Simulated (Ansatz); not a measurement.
# Dy (hcp)

Level of theory: DFT, PBE with spin–orbit coupling, two-component spinors; plane waves to 420 eV with PAW datasets (Ansatz 0.2.0), Γ-centred 14×14×8 mesh, 0.05 eV Gaussian smearing. The datasets are Ansatz's generated set soft_2.

```yaml
crystal:
  lattice:
    - [3.63212, 0.00000, 0.00000]
    - [-1.81606, 3.14551, 0.00000]
    - [0.00000, 0.00000, 5.85653]
  atoms:
    - { symbol: Dy, position: [0.33333, 0.66667, 0.75000] }
    - { symbol: Dy, position: [0.66667, 0.33333, 0.25000] }
```

Magnetic state: ferromagnetic, site spin moments Dy 4.36 μB, along [001] (Cartesian), which lowers the symmetry.

The cell is relaxed to zero pressure at this level.

Path: Γ–M–K–Γ–A–L–H–A | L–M | H–K, with Γ = (0.000, 0.000, 0.000), M = (0.500, 0.000, 0.000), K = (0.333, 0.333, 0.000), A = (0.000, 0.000, 0.500), L = (0.500, 0.000, 0.500), H = (0.333, 0.333, 0.500) in reciprocal vectors of the calculation's cell.

Q: Is it a metal or an insulator, and if it has a gap, where are the band edges on this path?

A: A metal: bands cross the Fermi level.

Levels between -4 and 2 eV from the Fermi level at the path's named points:
```tsv
point	below E_F (eV)	above E_F (eV)
Γ	-3.56 -3.50 -3.46 -3.44 -3.30 -3.30 -3.30 -3.24 -2.91 -2.88 -2.72 -2.63 -2.38 -2.37 -2.01 -1.70 -0.42 -0.33 -0.24 -0.18 -0.04	0.01 0.47 0.51 0.72 0.86 0.95 0.97 1.05 1.25 1.25 1.35 1.94
M	-3.57 -3.56 -3.45 -3.43 -3.36 -3.35 -3.32 -3.27 -2.89 -2.88 -2.64 -2.60 -2.30 -2.29 -1.77 -1.40 -1.15 -0.88 -0.81 -0.55 -0.32 -0.24 -0.10 -0.05	0.01 0.05 0.13 0.50 0.51 0.56 0.76 0.81 0.93 1.04 1.09 1.16 1.45 1.75 1.98
K	-3.57 -3.57 -3.44 -3.44 -3.38 -3.36 -3.30 -3.30 -2.89 -2.88 -2.62 -2.61 -2.28 -2.28 -0.71 -0.62 -0.51 -0.46 -0.30 -0.28 -0.27 -0.24 -0.06 -0.04 0.00	0.01 0.03 0.16 0.47 0.64 0.73 0.74 0.92 0.93 1.06 1.08 1.16 1.24 1.75 1.76
A	-3.53 -3.53 -3.52 -3.52 -3.46 -3.46 -3.30 -3.30 -3.26 -3.26 -3.17 -3.17 -2.89 -2.89 -2.69 -2.69 -2.35 -2.35 -0.43 -0.43 -0.19 -0.19 -0.01 -0.01	0.48 0.48 0.81 0.81 1.04 1.04 1.07 1.07 1.25 1.25 1.54 1.54 1.89 1.89
L	-3.56 -3.56 -3.45 -3.45 -3.36 -3.36 -3.30 -3.30 -2.88 -2.88 -2.64 -2.64 -2.29 -2.29 -1.74 -1.74 -1.42 -1.42 -0.33 -0.33 -0.08 -0.08 -0.02 -0.02	0.13 0.13 0.48 0.48 0.63 0.63 0.80 0.80 0.96 0.96 1.09 1.09 1.61 1.61
H	-3.57 -3.56 -3.46 -3.44 -3.37 -3.37 -3.32 -3.31 -2.91 -2.89 -2.63 -2.63 -2.28 -2.28 -0.40 -0.37 -0.37 -0.33 -0.32 -0.31 -0.30 -0.24 -0.13 -0.03 -0.03 -0.03	0.30 0.41 0.43 0.62 0.72 0.74 0.74 0.82 0.92 0.95 1.05 1.10 1.11 1.29
```

Without a U the open 4f shell is pinned at the Fermi level, an artefact: in the real crystal it splits into occupied and empty levels away from it, and its large orbital moment is underestimated. Site moments are of spin, integrated over Gaussian weights of 0.5 Å, which gives about a tenth less on f atoms than spheres do. Only parallel moments were tried, so the real magnetic order may be another.

The state of the open shells isn't shown to be the lowest, and forces and pressures are less sure for it.

On the Dy 4f shell the spin moment is 4.41 μB and the orbital moment 2.67 μB, parallel to it, 7.08 μB net (projected on atomic orbitals, along the moments' axis). The relaxed cell is 6 % larger in volume than the cell of this structure in the Crystallography Open Database (31.53 Å³/atom, 1963).
